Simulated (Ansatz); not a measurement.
Li, DFT, LDA, PAW with Ansatz's default frozen-core files, scalar-relativistic (Ansatz 0.2.0), run on 1 thread of Intel(R) Xeon(R) Platinum 8488C (Sapphire Rapids) on a shared host.

Structure: COD 9011628, as refined from experiment and not relaxed. The listed cell was then made from it by scaling, straining or moving an atom.

Command: `ansatz run input.yaml --threads 1 --pin off --max-ram 3072MiB --backend cpu --events-out ev --progress --plain --runs-dir out`

```yaml
crystal:
  lattice:
    - [-1.7325, 1.7325, 1.75]
    - [1.7325, -1.7325, 1.75]
    - [1.7325, 1.7325, -1.75]
  atoms:
    - { symbol: Li, position: [0.0, 0.0, 0.0] }
kpoints:
  mp_grid: { grid: [13, 13, 13] }
scf:
  occupations: { method: fermi_dirac, width: 0.05 }
hamiltonian:
  xc: lda
  pseudopotentials: { kind: paw }
output:
  forces: true
  stress: true
  eigenvalues: true
  efg: { contact_densities: true }
  write_density: true
  write_potential: true
  elf: true
  volumetric_format: npy
```

(1) How large is the problem that the program sets up?

(2) Estimate the wall time and the peak memory.

Results:

(1) 196 irreducible k-points, 389 plane waves at Γ, 6 bands.

(2) 3.1 s of wall time for 6 SCF iterations, with a peak of 0.36 GiB. Times on shared machines scatter by tens of per cent.
